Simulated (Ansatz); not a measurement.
Pressure against volume in Sn3PbS4

It was reached by relaxing an invented guess, and it needn't be the stable form of this composition.

Level of theory: DFT PBE, scalar-relativistic, plane waves, PAW in Ansatz. Plane waves to 420 eV, an 8×8×4 mesh through Γ for the 8-atom cell and 0.01 eV Gaussian smearing; no spin polarisation.

```xyz
8
Lattice="4.1669 0.0000 0.0000 0.0000 4.1669 0.0000 0.0000 0.0000 11.7845" Properties=species:S:1:pos:R:3 pbc="T T T"
Sn    0.0000    0.0000    8.8620
Sn    2.0835    2.0835    0.0000
Sn    0.0000    0.0000    2.9224
Pb    2.0835    2.0835    5.8922
S     0.0000    0.0000    0.0000
S     2.0835    2.0835    2.8949
S     0.0000    0.0000    5.8922
S     2.0835    2.0835    8.8896
```

The cell was set to several volumes, with shape and atoms relaxed at each where symmetry leaves them free. Pressure is positive in compression, and energies count from the lowest row.

| row | V (Å³/atom) | P (GPa) | ΔE (meV/atom) |
| --- | --- | --- | --- |
| 1 | 22.508 | 8.78 | 75.3 |
| 2 | 23.275 | ? | ? |
| 3 | 24.043 | 3.71 | 16.7 |
| 4 | 24.810 | 1.69 | 3.9 |
| 5 | 25.577 | -0.04 | 0.0 |
| 6 | 26.344 | -1.50 | 3.8 |
| 7 | 27.112 | -2.75 | 14.0 |
| 8 | 28.135 | -4.17 | 36.3 |

Question: Find B = −V·ΔP/ΔV from rows 4 and 6 and from rows 1 and 3, and from the two its slope B′ and its value B0 at zero pressure.

Answer: Rows 4 and 6 give −(24.810 + 26.344)/2 × (-1.50 − (1.69))/(26.344 − 24.810) = 53.2 GPa at a mean pressure of 0.09 GPa. Rows 1 and 3 give −(22.508 + 24.043)/2 × (3.71 − (8.78))/(24.043 − 22.508) = 76.9 GPa at a mean pressure of 6.24 GPa. So B′ = (76.9 − 53.2)/(6.24 − (0.09)) = 3.85 and B0 = 53.2 − 3.85 × (0.09) = 52.9 GPa. A third-order Birch–Murnaghan fit to all the energies gives B0 = 53.1 GPa and B′ = 4.2.

Question: Estimate the pressure and energy of row 2.

Answer: From row 5, V0 = 25.577 × (1 + (-0.04)/52.9) = 25.558 Å³/atom. Murnaghan's form P = (B0/B′)·[(V0/V)^B′ − 1] gives (52.9/3.85) × [(25.558/23.275)^3.85 − 1] = 5.96 GPa; the computed pressure is 6.06 GPa, so the estimate is off by -0.10 GPa. The work of compression from row 3, with the mean of the two pressures, gives ΔE = 16.7 + (5.96 + 3.71)/2 × (24.043 − 23.275)/160.2 × 1000 = 39.9 meV/atom (1 eV/Å³ = 160.2 GPa); the computed value is 39.9 meV/atom.

These runs have no spin–orbit coupling, which can matter for Pb. All volumes keep the k mesh of the relaxed cell. A structure relaxed within its symmetry needn't be a true minimum.
